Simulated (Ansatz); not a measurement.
Si₂Ge (P-3m1) at 2 levels of theory

One geometry, relaxed with PBE; plane waves with PAW potentials in Ansatz, scalar-relativistic. No spin polarisation. Gaps are the least over mesh and band path; pressure is positive in compression.

```yaml
crystal:
  lattice:
    - [3.92786, 0.00000, 0.00000]
    - [-1.96393, 3.40163, 0.00000]
    - [0.00000, 0.00000, 9.61935]
  atoms:
    - { symbol: Si, position: [0.00000, 0.00000, 0.37746] }
    - { symbol: Si, position: [0.33333, 0.66667, 0.03946] }
    - { symbol: Si, position: [0.00000, 0.00000, 0.62254] }
    - { symbol: Si, position: [0.66667, 0.33333, 0.96054] }
    - { symbol: Ge, position: [0.66667, 0.33333, 0.70805] }
    - { symbol: Ge, position: [0.33333, 0.66667, 0.29195] }
```

```
level  cutoff (eV)   k mesh  gap (eV)  pressure (GPa)
  PBE          420  12×12×4      0.59             0.0
```

Task: What comes out on the same cell with r2SCAN?

Result:
```json
{"level": "r2SCAN", "cutoff (eV)": "500", "k mesh": "12×12×4", "gap (eV)": "0.79", "pressure (GPa)": "-2.0"}
```

The structure comes from a generated guess; another structure or a mixture of phases may lie lower.
